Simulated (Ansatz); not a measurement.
In the program Ansatz at the PBE level (PAW), Fe in the diamond structure (Fd-3m) relaxes to a = 4.873 Å. Fe has 4 nearest neighbours from 2.11 Å (tetrahedral).

Electronic character: metallic (no gap). The magnetic state found is non-magnetic (starting moments vanished).

The bulk modulus is 155 GPa.

The start of the workflow was typed in or built on a structure type; neither database checked (COD, Materials Project) lists it. It is not the phase usual at ambient conditions (space group No. 229). Symmetry was held in the PBE relaxation; whether a distortion lowers the energy is not shown. The workflow began spin-polarised and lost its moments. The volume moved by -23 % from the start of the relaxation.

Potentials: the later of the program's two PAW sets.
